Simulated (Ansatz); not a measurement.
Relaxed-ion elastic tensor of BN in space group P6_3mc (No. 186; Pearson symbol hP12) in GPa (Voigt order), plane-wave PAW PBEsol (Ansatz code); density 3.51 g/cm³, 5.86 Å³ per atom.

|  | 1 | 2 | 3 | 4 | 5 | 6 |
|---|---|---|---|---|---|---|
| 1 | 936 | 144 | 74.7 | 0.0 | 0.0 | 0.0 |
| 2 | 144 | 936 | 74.7 | 0.0 | 0.0 | 0.0 |
| 3 | 74.7 | 74.7 | 1010 | 0.0 | 0.0 | 0.0 |
| 4 | 0.0 | 0.0 | 0.0 | 348 | 0.0 | 0.0 |
| 5 | 0.0 | 0.0 | 0.0 | 0.0 | 348 | 0.0 |
| 6 | 0.0 | 0.0 | 0.0 | 0.0 | 0.0 | 396 |

Problem. Is the crystal mechanically stable?

Solution. Yes: the smallest eigenvalue of C is 348 GPa.

Problem. Work out the Voigt, Reuss and Hill averages.

Solution. K_V = 386, K_R = 386, K_H = 386; G_V = 391, G_R = 386, G_H = 389 GPa.

Problem. Give Young's modulus, Poisson's ratio, Pugh's ratio and the universal anisotropy index.

Solution. E = 9KG/(3K + G) = 873 GPa; ν = 0.12; K/G = 0.99 (brittle by the Pugh limit of 1.75); A_U = 5G_V/G_R + K_V/K_R − 6 = 0.06.

Problem. Estimate the sound speeds and the Debye temperature.

Solution. v_l = √((K + 4G/3)/ρ) = 16000 m/s, v_t = √(G/ρ) = 10500 m/s, mean 11500 m/s; Θ = (h/k)(3n/4πV)^(1/3) v_m = 1900 K.

Problem. Solve the Christoffel equation for the three sound speeds along x, y, z.

Solution. Eigenvalues of C_ijkl n_j n_l equal ρv² (piezoelectric stiffening left out). In km/s, slowest first: x 9.95, 10.62, 16.32; y 9.95, 10.62, 16.32; z 9.95, 9.95, 16.96.

Problem. How much does each axis shrink under pressure?

Solution. Linear compressibilities β_i = Σ_j S_ij (j = 1 to 3): x 0.87, y 0.87, z 0.86 per TPa.

A made-up cell: these elements were put on the sites of a structure type. Its sites differ from those of the usual phase in this space group: another stacking or structure type. Symmetry was held in the PBEsol relaxation; of distortions, only those at the zone centre were tested.

Potentials: the later of the program's two PAW sets.
